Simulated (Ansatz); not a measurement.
NaH₄IO₂ in space group P-1 (No. 2; Pearson symbol aP16), DFT-r²SCAN+D4 in the program Ansatz with PAW potentials. The conduction-band minimum lies at Γ, with 1 equivalent valley. Second derivatives d²E/dk² of the lowest band at one valley (eV·Å²), along Cartesian directions:

```csv
direction,d²E/dk²
[100],20.90
[010],18.04
[001],19.78
[110],20.18
[101],20.14
[011],19.04
```

Question: Find the principal effective masses, the density-of-states mass and the conductivity mass.

Answer: Off-diagonal terms follow from H_xy = H[110] − (H_xx + H_yy)/2, and m*/mₑ = 7.620 eV·Å² over each eigenvalue: 0.36, 0.39, 0.43. One valley's DOS mass (m₁m₂m₃)^(1/3) = 0.39, conductivity mass 3/(Σ 1/mᵢ) = 0.39 mₑ.

Question: What effective density of states Nc follows at 300 K for parabolic valleys?

Answer: Nc = 2.509e19 × 1 × (0.39)^(3/2) ≈ 6.1e18 cm⁻³.

The workflow started from a Materials Project entry (that database holds measured and hypothetical structures alike); the Crystallography Open Database files this formula in space group No. 2, but the cells were not matched. Whether it is the stable phase at ambient conditions was not checked. Symmetry was held in the r²SCAN+D4 relaxation; its stability against distortions is not shown here. Scalar-relativistic: spin–orbit coupling is off unless named, which matters more the heavier the elements.

Potentials: the later of the program's two PAW sets.

Edges and masses are those of Kohn–Sham bands, whose gap is no quasiparticle gap.
